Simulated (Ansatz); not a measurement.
A geometry of Si₂W away from equilibrium: step 3 of the relaxation of a relaxed Si2W cell displaced along its unstable phonon at q = (½, 0, 0) of its primitive reciprocal cell (28i cm⁻¹), largest move 0.15 Å. The numbers are results of r2SCAN (plane waves to 500 eV, PAW, scalar-relativistic; Ansatz, a program for electronic structure), not measurements. Γ-centred k-mesh 9×9×12 on the run's cell (coarser than for final values), Fermi–Dirac smearing 0.05 eV.

```xyz
6
Lattice="8.5892 -0.0702 0.0000 -2.1777 3.7719 0.0000 0.0000 0.0000 2.6480" Properties=species:S:1:pos:R:3 pbc="T T T"
W     -0.1214    -0.0701     2.3304
W      4.4160     0.0349     2.3304
Si     2.1077     1.2169     1.9122
Si     6.4866     1.2304     1.3148
Si     0.0092     2.5199     1.9122
Si     4.2195     2.4361     1.3148
```

**Question.** Predict the force on each atom, in eV/Å.

**Answer.** 
| atom | Fx | Fy | Fz |
|---|---|---|---|
| W1 | 0.05 | 0.03 | 0.09 |
| W2 | -0.05 | -0.03 | 0.09 |
| Si3 | -0.18 | -0.10 | 0.07 |
| Si4 | 0.12 | 0.07 | -0.16 |
| Si5 | 0.18 | 0.10 | 0.07 |
| Si6 | -0.12 | -0.07 | -0.16 |

**Question.** What is the pressure?

**Answer.** +0.9 GPa, compression positive.

**Question.** How far above the relaxed end point is this geometry?

**Answer.** 0.03 eV/atom; the path ends in Pmma (No. 51).

No spin polarisation in the result.

The run could not lose the symmetry of its start, so the end can be a saddle point.

The end of the path is a generated cell of Si2W: the first start was made by placing the elements on the sites of a structure type, and the end was not matched to a known phase here, so it may be hypothetical. Known forms of Si2W include space group No. 139.
